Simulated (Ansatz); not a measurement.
ZrGeSe:
```cif
data_Ge2Se2Zr2
_chemical_formula_sum 'Zr2 Ge2 Se2'
_space_group_name_H-M_alt 'P4/nmm :1'
_space_group_IT_number 129
_space_group_name_Hall 'P 4ab 2ab -1ab'
_cell_length_a 3.65712
_cell_length_b 3.65712
_cell_length_c 8.18639
_cell_angle_alpha 90.000
_cell_angle_beta 90.000
_cell_angle_gamma 90.000
loop_
_space_group_symop_operation_xyz
  'x, y, z'
  '-y+1/2, x+1/2, z'
  '-x, -y, z'
  'y+1/2, -x+1/2, z'
  'x+1/2, -y+1/2, -z'
  '-y, -x, -z'
  '-x+1/2, y+1/2, -z'
  'y, x, -z'
  '-x+1/2, -y+1/2, -z'
  'y, -x, -z'
  'x+1/2, y+1/2, -z'
  '-y, x, -z'
  '-x, y, z'
  'y+1/2, x+1/2, z'
  'x, -y, z'
  '-y+1/2, -x+1/2, z'
loop_
_atom_site_label
_atom_site_type_symbol
_atom_site_symmetry_multiplicity
_atom_site_Wyckoff_symbol
_atom_site_fract_x
_atom_site_fract_y
_atom_site_fract_z
_atom_site_occupancy
Zr1 Zr 2 c 0.50000 0.00000 0.26342 1
Ge1 Ge 2 a 0.00000 0.00000 0.00000 1
Se1 Se 2 c 0.00000 0.50000 0.38006 1
```

Relaxed at zero pressure with LDA in the plane-wave PAW code Ansatz.

Task: The volume is raised by 9 % and shape and atoms relax at that volume. What pressure results, and how do the axes share the change?

Result: -8.5 GPa; a 2.3 %, b 2.3 %, c 4.2 %; the energy rises by 48 meV/atom.

Task: Give the new structure.

Result: 
Space group P4/nmm, origin choice 1 (No. 129); a = b = 3.741 Å, c = 8.530 Å, α = β = γ = 90.00°

```json
[
 {"atom": "Zr", "site": "2c", "symmetry": "4mm", "x": "0.5000", "y": "0.0000", "z": "0.2583"},
 {"atom": "Ge", "site": "2a", "symmetry": "-4m2", "x": "0.0000", "y": "0.0000", "z": "0.0000"},
 {"atom": "Se", "site": "2c", "symmetry": "4mm", "x": "0.0000", "y": "0.5000", "z": "0.3748"}
]
```

The phase is kept; no other phase was compared at this pressure.

The workflow started from a Materials Project entry (that database holds measured and hypothetical structures alike); the Crystallography Open Database files this formula in space group No. 129, but the cells were not matched. Whether it is the stable phase at ambient conditions was not checked. The cell was relaxed with LDA under the symmetry of its start; its stability against distortions is not shown here. No spin polarisation was allowed.

Potentials: the later of the program's two PAW sets.
